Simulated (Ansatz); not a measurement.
**Phonons of PtS2 (P-3m1)**

```xyz
3
Lattice="3.5624 0.0000 0.0000 -1.7812 3.0851 0.0000 0.0000 0.0000 4.5267" Properties=species:S:1:pos:R:3 pbc="T T T"
Pt    0.0000    0.0000    0.0000
S     0.0000    2.0567    1.1872
S     1.7812    1.0284    3.3395
```

The conventional cell has a = 3.562 Å, b = 3.562 Å, c = 4.527 Å, α = 90.00°, β = 90.00°, γ = 120.00°. Pt (atom 1) is surrounded by 6 S at 2.37 Å. S (atom 2) is surrounded by 3 Pt at 2.37 Å.

Computed, not measured; unless marked otherwise by LDA, PAW on Ansatz 0.2.0's default frozen-core files (fitted under PBE), scalar-relativistic. k mesh 10×10×8, Fermi-Dirac smearing of 0.050 eV, cutoff 420 eV. The cell was relaxed by PAW under this functional, which moved its volume by -9 % from the database entry's.

Atoms are displaced by 0.0025 Å in the smallest supercells that hold the wave vectors of a 2×2×2 mesh. Negative values stand for unstable modes.

What are the phonon energies at the solved wave vectors, in cm⁻¹?

| q | point | modes (cm⁻¹) |
| --- | --- | --- |
| 0.000 0.000 0.000 | Gamma | 297.5 (×2), 311.8 (×2), 323.4, 337.0 |
| 0.500 0.000 0.000 | M | 125.2, 134.7, 189.6, 256.1, 283.3, 328.7, 341.8, 358.0, 364.0 |
| 0.000 0.000 0.500 | A | 52.3 (×2), 57.5, 297.0 (×2), 334.1, 338.6, 355.7 (×2) |
| 0.500 0.000 0.500 | L | 117.4, 127.8, 188.6, 265.3, 276.1, 319.4, 319.7, 359.4, 362.3 |

Is the structure dynamically stable at these wave vectors?

Yes, no mode is unstable there; wave vectors off this mesh aren't tested.

How do the optical zone-centre modes decompose, and which are active?

Point group -3m: Γ_opt = Eg + Eu + A2u + A1g.

```json
{"label": "Eg", "cm⁻¹": "297.5", "activity": "Raman", "mostly": "S (100 %)"}
{"label": "Eu", "cm⁻¹": "311.8", "activity": "IR", "mostly": "S (75 %)"}
{"label": "A2u", "cm⁻¹": "323.4", "activity": "IR", "mostly": "S (75 %)"}
{"label": "A1g", "cm⁻¹": "337.0", "activity": "Raman", "mostly": "S (100 %)"}
```

In a metal the activity is that of symmetry alone; free carriers screen the infrared modes.

The cell is scaled evenly to 48.257 and 51.242 Å³ (from 49.749), with free atoms relaxed and the shape held, so these aren't the values under hydrostatic pressure. What are the mode Grüneisen parameters γ = −d ln ω/d ln V?

For the highest mode, 375.8 cm⁻¹ in the small cell and 352.5 in the large one give γ ≈ 1.07. From the change of the dynamical matrix on each mode:

| point | cm⁻¹ | γ |
| --- | --- | --- |
| Gamma | 297.5 | 0.48 |
| Gamma | 311.8 | 1.06 |
| Gamma | 323.4 | 0.32 |
| Gamma | 337.0 | 1.01 |
| M | 125.2 | 0.92 |
| M | 134.7 | 0.35 |
| M | 189.6 | 0.35 |
| M | 256.1 | 1.00 |
| M | 283.3 | 0.84 |
| M | 328.7 | 0.56 |
| M | 341.8 | 0.89 |
| M | 358.0 | 0.69 |
| M | 364.0 | 1.07 |
| A | 52.3 | 3.35 |
| A | 57.5 | 5.13 |
| A | 297.0 | 0.47 |
| A | 334.1 | 0.65 |
| A | 338.6 | 0.49 |
| A | 355.7 | 1.21 |
| L | 117.4 | 0.60 |
| L | 127.8 | 0.03 |
| L | 188.6 | 0.46 |
| L | 265.3 | 1.01 |
| L | 276.1 | 0.83 |
| L | 319.4 | 0.54 |
| L | 319.7 | 0.93 |
| L | 359.4 | 0.73 |
| L | 362.3 | 0.94 |

Weighted by the modes' heat capacities at 300 K, the mean on this mesh is 0.86; it moves with the q mesh, and a coarse one overweights the zone boundary.

Keep in mind: frozen-core PAW files fitted under PBE, their cores solved anew for the functional of the run; responses of metals move with mesh and smearing; no spin-orbit coupling on heavy atoms; no dispersion correction, so the spacing and stiffness between layers or molecules are poor.
